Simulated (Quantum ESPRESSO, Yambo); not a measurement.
# G0W0 results for MgTiF6

```
MgTiF6
1.0
    2.60828     1.50589     4.44451
   -2.60828     1.50589     4.44451
    0.00000    -3.01178     4.44451
F Mg Ti
6 1 1
Cartesian
 -0.44559   1.55043   7.80601
  0.44559  -1.55043   5.52751
 -1.11992  -1.16111   7.80601
  1.11992   1.16111   5.52751
  1.56551  -0.38932   7.80601
 -1.56551   0.38932   5.52751
  0.00000   0.00000   6.66676
  0.00000   0.00000   0.00000
```

The geometry is that of Materials Project entry mp-1399447, symmetrised and not relaxed again.

Starting point: PBEsol (Quantum ESPRESSO, PseudoDojo norm-conserving, 84 Ry, no spin-orbit coupling). G0W0 in Yambo: 2×2×2 Γ-centred k mesh, bands 3 to 163 and a 7 Ry block in the screening, 163 bands in G with the Bruneval-Gonze terminator, plasmon pole fitted at 27.2 eV.

```yaml
PBEsol gap along the band path: 4.88 eV
PBEsol gap between the mesh's edge points (Γ → F): 4.88 eV
G0W0 gap between the same points: 9.59 eV
PBEsol smallest direct gap on the mesh (at Γ): 4.89 eV
G0W0 direct gap at that point: 9.59 eV
```

```csv
k point,band,E PBEsol (eV),E QP (eV),shift (eV),Z
Γ,VB,0.00,-2.03,-2.03,0.80
Γ,CB,4.89,7.55,2.67,0.80
L,VB,-0.14,-2.20,-2.06,0.80
L,CB,4.90,7.55,2.66,0.80
F,VB,-0.05,-2.07,-2.03,0.80
F,CB,4.88,7.56,2.68,0.80
Z,VB,-0.26,-2.32,-2.06,0.80
Z,CB,4.95,7.62,2.67,0.80
```

Energies count from the PBEsol valence-band maximum.

Nearest settings tried, and what they do to the gap: 109 bands in W, 109 bands in G: +26 meV; 6 Ry block (175 vectors against 223): +75 meV. Not varied: mesh. So the settings aren't converged at that level. The k mesh is coarse.

The structure is a Materials Project entry; no match was found in the copy of COD used, and its stability was not checked.
